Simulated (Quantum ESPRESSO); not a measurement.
Simulation results for HfIn$_{3}$NO$_{5}$ (made-up cell), Hf$_{3}$AlO$_{7}$F (made-up cell)

All values are calculated (Quantum ESPRESSO 7.5). Calculation on a made-up crystal cell, not a measurement, with one named mistake planted (healthy values lack it): periodic Kohn-Sham density functional theory in plane waves with PseudoDojo standard norm-conserving scalar-relativistic pseudopotentials, each functional with its own files (v0.5 for PBE, v0.4.1 for LDA and PBEsol), no spin polarisation, no spin-orbit coupling, atoms not relaxed, stress positive in tension, energies less a fixed whole-eV offset for each atom's element; levels are Kohn-Sham levels at fractions of this cell's reciprocal vectors, counted from the reference band (half the neutral cell's valence electrons, rounded up) at Gamma; error bars cover cutoff and k-mesh only, not smearing or the files; each bar is the largest change over components, and at least 0.002 eV, 0.002 eV per angstrom or 0.02 GPa; a charged cell sits in a uniform background, with energy and stress on this program's zero of potential; no dispersion term; energies are for the whole cell, and the offsets were chosen from early runs and are not element reference energies; a distance is the largest change of any value in units of its error bar (the energy's for the smearing term), a scale change is of lengths, and a coarse mesh keeps the half-step shift; machines and their load varied, so run times do not measure scaling.

Common to all runs: intended functional pbe; intended cutoff 1143 eV; intended fermi dirac smearing 0.025 eV; intended scf tolerance 1e-07 eV; intended electrons removed 0; healthy smearing term minus ts 0 eV; structure shown as intended, without the mistake.

Notes on all entries: the hafnium pseudopotential is less sure than the others, with forces about 3 percent (worst 6) and pressure in oxides about 1.5 GPa (worst 2.7) from a second method in checks, which the error bars do not cover.

(1) HfIn$_{3}$NO$_{5}$ (made-up cell)

Intended structure:
```
HfIn3NO5
1.0
      2.7928     1.6323     4.9322
     -2.8559     1.6045     4.9772
     -0.0557    -3.3337     4.9864
Hf In O N O
1 3 3 1 2
Direct
  0.34308 0.35142 0.35224
  0.15328 0.13303 0.15396
  0.65684 0.64199 0.64560
  0.86783 0.85275 0.85308
  0.55462 0.94885 0.24304
  0.23907 0.54746 0.94578
  0.94462 0.23982 0.56225
  0.43388 0.05853 0.75758
  0.75714 0.44911 0.05255
  0.03500 0.74216 0.45641
```

- lattice type: corundum
- healthy free energy less offsets: 5.239 eV
- healthy scf iterations: 15
- healthy pressure: -7.28 GPa
- healthy stress xx: 9.29 GPa
- healthy stress yy: 9.69 GPa
- healthy stress zz: 2.85 GPa
- healthy stress yz: -1.87 GPa
- healthy stress xz: -0.96 GPa
- healthy stress xy: 0.19 GPa
- fault kind: coarse kmesh
- fault k points along each vector: 2
- faulty run command: mpirun -np 4 pw.x -nk 4 -in in
- faulty run processor: Intel Xeon, older, virtual cores
- intended k mesh: 5 x 5 x 5, shifted by half a step
- faulty free energy less offsets: 5.232 eV
- faulty scf iterations: 15
- faulty smearing term minus ts: 0 eV
- faulty pressure: -7.208 GPa
- faulty stress xx: 9.134 GPa
- faulty stress yy: 9.484 GPa
- faulty stress zz: 3.005 GPa
- faulty stress yz: -1.846 GPa
- faulty stress xz: -0.9723 GPa
- faulty stress xy: 0.1926 GPa
- other mistakes compared: 7
- distance from healthy: 21.19 error bars
- distance from nearest other mistake: 166.2 error bars
- healthy error bar energy: 0.00258 eV
- healthy error bar stress: 0.02257 GPa
- healthy error bar force: 0.002 eV/Å
- faulty wall time of scf and band steps on a shared machine: 71.6 s

Atoms:
| atoms element | atom site | atom energy offset (eV) |
| --- | --- | --- |
| Hf | 1 | -1535 |
| In | 2 | -1808 |
| In | 3 | -1808 |
| In | 4 | -1808 |
| O | 5 | -452 |
| O | 6 | -452 |
| O | 7 | -452 |
| N | 8 | -283 |
| O | 9 | -452 |
| O | 10 | -452 |

Healthy forces:
| site | x (eV/Å) | y (eV/Å) | z (eV/Å) |
| --- | --- | --- | --- |
| 1 | 1.095 | -0.856 | 1.875 |
| 2 | -0.011 | 0.701 | -1.866 |
| 3 | -1.442 | -0.782 | -0.17 |
| 4 | -1.326 | -0.718 | -1.149 |
| 5 | -0.85 | -0.386 | 1.081 |
| 6 | 1.121 | -0.734 | 1.521 |
| 7 | 0.223 | 1.841 | 0.957 |
| 8 | -0.027 | 1.806 | -1.015 |
| 9 | -0.749 | -1.721 | -1.076 |
| 10 | 1.966 | 0.85 | -0.159 |

Faulty forces:
| site | x (eV/Å) | y (eV/Å) | z (eV/Å) |
| --- | --- | --- | --- |
| 1 | 1.053 | -0.8306 | 1.868 |
| 2 | -0.01943 | 0.697 | -1.873 |
| 3 | -1.428 | -0.7848 | -0.1656 |
| 4 | -1.306 | -0.722 | -1.143 |
| 5 | -0.8746 | -0.4071 | 1.069 |
| 6 | 1.149 | -0.7344 | 1.508 |
| 7 | 0.2136 | 1.854 | 0.9587 |
| 8 | -0.01188 | 1.782 | -0.9965 |
| 9 | -0.7321 | -1.704 | -1.07 |
| 10 | 1.957 | 0.8493 | -0.1553 |

(2) HfIn$_{3}$NO$_{5}$ (made-up cell)

Structure as in entry 1.

* lattice type: corundum
* healthy free energy less offsets: 5.239 eV
* healthy scf iterations: 15
* healthy pressure: -7.28 GPa
* healthy stress xx: 9.29 GPa
* healthy stress yy: 9.69 GPa
* healthy stress zz: 2.85 GPa
* healthy stress yz: -1.87 GPa
* healthy stress xz: -0.96 GPa
* healthy stress xy: 0.19 GPa
* fault kind: wrong functional
* fault functional: lda
* faulty run command: mpirun -np 4 pw.x -nk 4 -in in
* faulty run processor: Intel Xeon, older, virtual cores
* intended k mesh: 5 x 5 x 5, shifted by half a step
* faulty free energy less offsets: 24.68 eV
* faulty scf iterations: 15
* faulty smearing term minus ts: 0 eV
* faulty pressure: -18.02 GPa
* faulty stress xx: 20.48 GPa
* faulty stress yy: 20.5 GPa
* faulty stress zz: 13.08 GPa
* faulty stress yz: -1.633 GPa
* faulty stress xz: -0.9039 GPa
* faulty stress xy: 0.2458 GPa
* other mistakes compared: 7
* distance from healthy: 7533 error bars
* distance from nearest other mistake: 3013 error bars
* healthy error bar energy: 0.00258 eV
* healthy error bar stress: 0.02257 GPa
* healthy error bar force: 0.002 eV/Å
* faulty wall time of scf and band steps on a shared machine: 534.4 s

Atoms:
| atoms element | atom site | atom energy offset (eV) |
| --- | --- | --- |
| Hf | 1 | -1535 |
| In | 2 | -1808 |
| In | 3 | -1808 |
| In | 4 | -1808 |
| O | 5 | -452 |
| O | 6 | -452 |
| O | 7 | -452 |
| N | 8 | -283 |
| O | 9 | -452 |
| O | 10 | -452 |

Healthy forces:
| site | x (eV/Å) | y (eV/Å) | z (eV/Å) |
| --- | --- | --- | --- |
| 1 | 1.095 | -0.856 | 1.875 |
| 2 | -0.011 | 0.701 | -1.866 |
| 3 | -1.442 | -0.782 | -0.17 |
| 4 | -1.326 | -0.718 | -1.149 |
| 5 | -0.85 | -0.386 | 1.081 |
| 6 | 1.121 | -0.734 | 1.521 |
| 7 | 0.223 | 1.841 | 0.957 |
| 8 | -0.027 | 1.806 | -1.015 |
| 9 | -0.749 | -1.721 | -1.076 |
| 10 | 1.966 | 0.85 | -0.159 |

Faulty forces:
| site | x (eV/Å) | y (eV/Å) | z (eV/Å) |
| --- | --- | --- | --- |
| 1 | 1 | -0.8699 | 1.569 |
| 2 | -0.01897 | 0.7532 | -1.664 |
| 3 | -1.305 | -0.6593 | 0.01057 |
| 4 | -1.201 | -0.685 | -1.153 |
| 5 | -1.025 | -0.3671 | 1.093 |
| 6 | 1.015 | -0.8836 | 1.489 |
| 7 | 0.3346 | 1.871 | 1.027 |
| 8 | -0.03093 | 1.796 | -0.9983 |
| 9 | -0.7685 | -1.678 | -1.084 |
| 10 | 2 | 0.7223 | -0.2887 |

(3) HfIn$_{3}$NO$_{5}$ (made-up cell)

Structure as in entry 1.

- lattice type: corundum
- healthy free energy less offsets: 5.239 eV
- healthy scf iterations: 15
- healthy pressure: -7.28 GPa
- healthy stress xx: 9.29 GPa
- healthy stress yy: 9.69 GPa
- healthy stress zz: 2.85 GPa
- healthy stress yz: -1.87 GPa
- healthy stress xz: -0.96 GPa
- healthy stress xy: 0.19 GPa
- fault kind: cell scaled
- fault scale change: -0.86 percent
- faulty run command: mpirun -np 4 pw.x -nk 4 -in in
- faulty run processor: Intel Xeon, older, virtual cores
- intended k mesh: 5 x 5 x 5, shifted by half a step
- faulty free energy less offsets: 5.117 eV
- faulty scf iterations: 15
- faulty smearing term minus ts: 0 eV
- faulty pressure: -3.607 GPa
- faulty stress xx: 5.444 GPa
- faulty stress yy: 6.124 GPa
- faulty stress zz: -0.7466 GPa
- faulty stress yz: -2.007 GPa
- faulty stress xz: -1.08 GPa
- faulty stress xy: 0.2012 GPa
- other mistakes compared: 7
- distance from healthy: 170.5 error bars
- distance from nearest other mistake: 166.2 error bars
- healthy error bar energy: 0.00258 eV
- healthy error bar stress: 0.02257 GPa
- healthy error bar force: 0.002 eV/Å
- faulty wall time of scf and band steps on a shared machine: 503.5 s

Atoms:
| atoms element | atom site | atom energy offset (eV) |
| --- | --- | --- |
| Hf | 1 | -1535 |
| In | 2 | -1808 |
| In | 3 | -1808 |
| In | 4 | -1808 |
| O | 5 | -452 |
| O | 6 | -452 |
| O | 7 | -452 |
| N | 8 | -283 |
| O | 9 | -452 |
| O | 10 | -452 |

Healthy forces:
| site | x (eV/Å) | y (eV/Å) | z (eV/Å) |
| --- | --- | --- | --- |
| 1 | 1.095 | -0.856 | 1.875 |
| 2 | -0.011 | 0.701 | -1.866 |
| 3 | -1.442 | -0.782 | -0.17 |
| 4 | -1.326 | -0.718 | -1.149 |
| 5 | -0.85 | -0.386 | 1.081 |
| 6 | 1.121 | -0.734 | 1.521 |
| 7 | 0.223 | 1.841 | 0.957 |
| 8 | -0.027 | 1.806 | -1.015 |
| 9 | -0.749 | -1.721 | -1.076 |
| 10 | 1.966 | 0.85 | -0.159 |

Faulty forces:
| site | x (eV/Å) | y (eV/Å) | z (eV/Å) |
| --- | --- | --- | --- |
| 1 | 1.156 | -0.8328 | 2.033 |
| 2 | -0.02076 | 0.6658 | -1.985 |
| 3 | -1.54 | -0.8728 | -0.29 |
| 4 | -1.421 | -0.7537 | -1.182 |
| 5 | -0.7897 | -0.4017 | 1.112 |
| 6 | 1.223 | -0.6874 | 1.586 |
| 7 | 0.1825 | 1.89 | 0.949 |
| 8 | -0.01435 | 1.844 | -1.043 |
| 9 | -0.7647 | -1.777 | -1.097 |
| 10 | 1.989 | 0.9258 | -0.08234 |

(4) Hf$_{3}$AlO$_{7}$F (made-up cell)

Intended structure:
```
Hf3AlO7F
1.0
      5.0819    -0.0115    -0.0157
     -0.0115     5.0623    -0.0060
     -0.0157    -0.0060     5.1430
Hf Al O F O
3 1 2 1 5
Direct
  -0.00613 0.02499 -0.00273
  0.01552 0.50261 0.49603
  0.49682 -0.01219 0.50032
  0.50838 0.49302 -0.00374
  0.23912 0.24093 0.23175
  0.24401 0.27649 0.74896
  0.27675 0.77761 0.25283
  0.27876 0.76729 0.73958
  0.74718 0.24881 0.23911
  0.77656 0.24188 0.75227
  0.75103 0.75309 0.25478
  0.73134 0.76882 0.74764
```

* lattice type: fluorite
* healthy free energy less offsets: 2.113 eV
* healthy scf iterations: 14
* healthy pressure: -2.6 GPa
* healthy stress xx: 0.39 GPa
* healthy stress yy: 0.52 GPa
* healthy stress zz: 6.87 GPa
* healthy stress yz: 0.29 GPa
* healthy stress xz: -2.51 GPa
* healthy stress xy: -0.69 GPa
* healthy reference band: 44
* fault kind: coarse kmesh
* fault k points along each vector: 2
* faulty run command: pw.x -nk 1 -in in
* faulty run processor: AMD EPYC, Zen 5 class, virtual cores
* intended k mesh: 4 x 4 x 4, shifted by half a step
* faulty free energy less offsets: 1.876 eV
* faulty scf iterations: 15
* faulty smearing term minus ts: 0 eV
* faulty pressure: -2.914 GPa
* faulty stress xx: 0.8243 GPa
* faulty stress yy: 0.7537 GPa
* faulty stress zz: 7.163 GPa
* faulty stress yz: 0.4178 GPa
* faulty stress xz: -2.654 GPa
* faulty stress xy: -0.7032 GPa
* faulty reference band: 44
* other mistakes compared: 7
* distance from healthy: 118.1 error bars
* distance from nearest other mistake: 102.7 error bars
* healthy error bar energy: 0.002 eV
* healthy error bar stress: 0.03572 GPa
* healthy error bar force: 0.002 eV/Å
* healthy error bar next band up: 0.002 eV
* faulty wall time of scf and band steps on a shared machine: 80.5 s

Atoms:
| atoms element | atom site | atom energy offset (eV) |
| --- | --- | --- |
| Hf | 1 | -1535 |
| Hf | 2 | -1535 |
| Hf | 3 | -1535 |
| Al | 4 | -64 |
| O | 5 | -452 |
| O | 6 | -452 |
| F | 7 | -677 |
| O | 8 | -452 |
| O | 9 | -452 |
| O | 10 | -452 |
| O | 11 | -452 |
| O | 12 | -452 |

Healthy forces:
| site | x (eV/Å) | y (eV/Å) | z (eV/Å) |
| --- | --- | --- | --- |
| 1 | -1.807 | 0.109 | -1.637 |
| 2 | -2.407 | -1.413 | 1.566 |
| 3 | 3.514 | 2.888 | 1.929 |
| 4 | 1.529 | -0.851 | -1.333 |
| 5 | 0.979 | 2.218 | 1.123 |
| 6 | 1.972 | 0.087 | 0.054 |
| 7 | -1.545 | -2.414 | -1.536 |
| 8 | -2.678 | -0.899 | 0.835 |
| 9 | -0.719 | 1.185 | 0.12 |
| 10 | -1.311 | 1.725 | -1.28 |
| 11 | 0.651 | -0.587 | -0.577 |
| 12 | 1.821 | -2.049 | 0.735 |

Healthy levels:
| level k point | next band up (eV) |
| --- | --- |
| Gamma | 1.689 |
| (1/2,1/2,1/2) | 3.923 |
| (0.15,0,0) | 1.922 |
| (0,0.15,0) | 1.904 |
| (0,0,0.15) | 1.938 |

Faulty forces:
| site | x (eV/Å) | y (eV/Å) | z (eV/Å) |
| --- | --- | --- | --- |
| 1 | -1.762 | 0.04593 | -1.629 |
| 2 | -2.414 | -1.379 | 1.555 |
| 3 | 3.508 | 2.955 | 1.901 |
| 4 | 1.518 | -0.8524 | -1.325 |
| 5 | 1.014 | 2.251 | 1.139 |
| 6 | 1.962 | -0.0139 | 0.02697 |
| 7 | -1.58 | -2.419 | -1.533 |
| 8 | -2.698 | -0.9084 | 0.8782 |
| 9 | -0.6737 | 1.138 | 0.1725 |
| 10 | -1.401 | 1.772 | -1.283 |
| 11 | 0.6314 | -0.562 | -0.6023 |
| 12 | 1.896 | -2.027 | 0.6997 |

Faulty levels:
| level k point | next band up (eV) |
| --- | --- |
| Gamma | 1.723 |
| (1/2,1/2,1/2) | 3.962 |
| (0.15,0,0) | 1.956 |
| (0,0.15,0) | 1.938 |
| (0,0,0.15) | 1.972 |
